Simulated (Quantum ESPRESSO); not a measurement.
## Calculated data, MgAlInGaP3S (made-up cell), Al2InGaAs4 (made-up cell)

All values are calculated (Quantum ESPRESSO 7.5). Calculation on a made-up crystal cell, not a measurement, run twice, once with a planted mistake found by running each candidate: periodic Kohn-Sham density functional theory in plane waves with PseudoDojo standard norm-conserving scalar-relativistic pseudopotentials, each functional with its own files (v0.5 for PBE, v0.4.1 for LDA and PBEsol), no spin polarisation, no spin-orbit coupling, atoms not relaxed, stress positive in tension, energies less a fixed whole-eV offset for each atom's element; levels are Kohn-Sham levels at fractions of this cell's reciprocal vectors, counted from the reference band (half the neutral cell's valence electrons, rounded up) at Gamma; error bars cover cutoff and k-mesh only, not smearing or the files; a charged cell sits in a uniform background, with energy and stress on this program's zero of potential; each bar is the largest change over components, and at least 0.002 eV, 0.002 eV per angstrom or 0.02 GPa; energies are for the whole cell, and the offsets were chosen from early runs and are not element reference energies; a distance is the largest change of any value in units of its error bar, a scale change is of lengths, and a coarse mesh keeps the half-step shift.

Settings shared by all entries: lattice type zincblende/diamond; intended functional pbe; intended cutoff 1143 eV; intended fermi dirac smearing 0.025 eV; intended scf tolerance 1e-07 eV; intended electrons removed 0; healthy smearing term minus ts 0 eV; candidate k points along each vector 1; intended k mesh 4 x 4 x 4, shifted by half a step; structure shown as intended, without the mistake.

(1) MgAlInGaP3S (made-up cell)

Intended structure:
```
cell vectors (Å)
   5.7886     0.0021     0.0292
   0.0021     5.6979    -0.0605
   0.0292    -0.0605     5.6761
atoms (fractions of the cell vectors)
In -0.00169 -0.00557  0.00309
Ga  0.00537  0.50424  0.52250
Al  0.50135 -0.00149  0.50636
Mg  0.51925  0.48588 -0.01821
S   0.25427  0.24715  0.25115
P   0.25261  0.74595  0.73849
P   0.75156  0.23728  0.75829
P   0.74692  0.75906  0.24508
```

- healthy free energy less offsets: 1.072 eV
- healthy scf iterations: 10
- healthy pressure: 0.23 GPa
- healthy stress xx: 0.3 GPa
- healthy stress yy: -0.5 GPa
- healthy stress zz: -0.48 GPa
- healthy stress yz: -2.13 GPa
- healthy stress xz: 0.93 GPa
- healthy stress xy: 0.58 GPa
- faulty free energy less offsets: 1.143 eV
- faulty smearing term minus ts: 0 eV
- faulty scf iterations: 3
- faulty pressure: 0.14 GPa
- faulty stress xx: 0.91 GPa
- faulty stress yy: -0.66 GPa
- faulty stress zz: -0.66 GPa
- faulty stress yz: -2.22 GPa
- faulty stress xz: 0.85 GPa
- faulty stress xy: 0.57 GPa
- candidate cutoff: 648 eV
- candidate smearing: 0.35 eV
- candidate functional: lda
- candidate scf tolerance: 0.3 eV
- candidate electrons removed: -1
- candidate scale change: -0.54 percent
- candidate first exchanged site: 2
- candidate second exchanged site: 4
- fault kind: loose scf
- other mistakes run: 7
- distance from healthy: 419.1 error bars
- distance from nearest other mistake: 398.6 error bars
- healthy error bar energy: 0.004529 eV
- healthy error bar stress: 0.02 GPa
- healthy error bar force: 0.006078 eV/Å

Atoms:
| atoms element | atom site | atom energy offset (eV) |
| --- | --- | --- |
| In | 1 | -1808 |
| Ga | 2 | -2080 |
| Al | 3 | -64 |
| Mg | 4 | -1617 |
| S | 5 | -302 |
| P | 6 | -189 |
| P | 7 | -189 |
| P | 8 | -189 |

Healthy forces:
| site | x (eV/Å) | y (eV/Å) | z (eV/Å) |
| --- | --- | --- | --- |
| 1 | 0.262 | -0.343 | -0.275 |
| 2 | -1.083 | 0.104 | -0.6 |
| 3 | 0.251 | -0.304 | -0.299 |
| 4 | -0.976 | 1.072 | 0.872 |
| 5 | 0.634 | 0.367 | 1.035 |
| 6 | 0.916 | 0.02 | -0.228 |
| 7 | 0.432 | 0.086 | -2.089 |
| 8 | -0.435 | -1.003 | 1.584 |

Faulty forces:
| site | x (eV/Å) | y (eV/Å) | z (eV/Å) |
| --- | --- | --- | --- |
| 1 | 2.81 | 1.591 | 0.938 |
| 2 | -1.085 | -1.655 | -2.062 |
| 3 | -0.147 | -0.263 | -0.306 |
| 4 | -1.617 | 0.908 | 1.01 |
| 5 | 0.117 | 0.314 | 1.166 |
| 6 | 0.489 | 0.02 | -0.262 |
| 7 | 0.164 | 0.05 | -2.126 |
| 8 | -0.731 | -0.966 | 1.642 |

Candidate mistake: coarse kmesh, low cutoff, wide smearing, wrong functional, loose scf, wrong charge, cell scaled, atoms exchanged

(2) Al2InGaAs4 (made-up cell)

Intended structure:
```
cell vectors (Å)
   5.8056     0.0000     0.0000
   0.0000     5.8056     0.0000
   0.0000     0.0000     5.8056
atoms (fractions of the cell vectors)
Al  0.01197 -0.00951 -0.00598
In -0.00009  0.49986  0.49399
Ga  0.50245 -0.00854  0.49349
Al  0.48985  0.50367 -0.00407
As  0.24835  0.26536  0.25160
As  0.25078  0.74952  0.75679
As  0.73965  0.25243  0.75239
As  0.76466  0.75331  0.24917
```

- healthy free energy less offsets: 1.358 eV
- healthy scf iterations: 11
- healthy pressure: 2.39 GPa
- healthy stress xx: -2.34 GPa
- healthy stress yy: -2.3 GPa
- healthy stress zz: -2.53 GPa
- healthy stress yz: -0.03 GPa
- healthy stress xz: 1.04 GPa
- healthy stress xy: 1.68 GPa
- faulty free energy less offsets: 0.092 eV
- faulty smearing term minus ts: -4.148 eV
- faulty scf iterations: 10
- faulty pressure: 4.34 GPa
- faulty stress xx: -4.28 GPa
- faulty stress yy: -4.25 GPa
- faulty stress zz: -4.49 GPa
- faulty stress yz: -0.03 GPa
- faulty stress xz: 1.28 GPa
- faulty stress xy: 1.89 GPa
- candidate cutoff: 721 eV
- candidate smearing: 0.74 eV
- candidate functional: pbesol
- candidate scf tolerance: 0.6 eV
- candidate electrons removed: 1
- candidate scale change: -1.42 percent
- candidate first exchanged site: 1
- candidate second exchanged site: 5
- fault kind: withheld

Atoms:
| atoms element | atom site | atom energy offset (eV) |
| --- | --- | --- |
| Al | 1 | -64 |
| In | 2 | -1808 |
| Ga | 3 | -2080 |
| Al | 4 | -64 |
| As | 5 | -2887 |
| As | 6 | -2887 |
| As | 7 | -2887 |
| As | 8 | -2887 |

Healthy forces:
| site | x (eV/Å) | y (eV/Å) | z (eV/Å) |
| --- | --- | --- | --- |
| 1 | -0.551 | 1.124 | 0.338 |
| 2 | -0.431 | -0.061 | 1.262 |
| 3 | -0.012 | 0.52 | 0.125 |
| 4 | 0.758 | -0.034 | 0.426 |
| 5 | 1.213 | -1.947 | -1.312 |
| 6 | 0.722 | 0.547 | -0.12 |
| 7 | -0.182 | -0.913 | 0.617 |
| 8 | -1.517 | 0.763 | -1.335 |

Faulty forces:
| site | x (eV/Å) | y (eV/Å) | z (eV/Å) |
| --- | --- | --- | --- |
| 1 | -0.431 | 0.93 | 0.298 |
| 2 | -0.347 | -0.01 | 1.193 |
| 3 | -0.098 | 0.341 | 0.056 |
| 4 | 0.632 | 0.025 | 0.389 |
| 5 | 1.16 | -1.769 | -1.31 |
| 6 | 0.677 | 0.524 | 0.015 |
| 7 | -0.206 | -0.807 | 0.709 |
| 8 | -1.388 | 0.765 | -1.351 |

Candidate mistake: coarse kmesh, low cutoff, wide smearing, wrong functional, loose scf, wrong charge, cell scaled, atoms exchanged

Question: Al2InGaAs4 (made-up cell) (entry 2): fault kind?
Answer: wide smearing

Further results for Al2InGaAs4 (made-up cell) (entry 2):

- other mistakes run: 7
- distance from healthy: 381.1 error bars
- distance from nearest other mistake: 381.1 error bars
- healthy error bar energy: 0.01089 eV
- healthy error bar stress: 0.02 GPa
- healthy error bar force: 0.002108 eV/Å
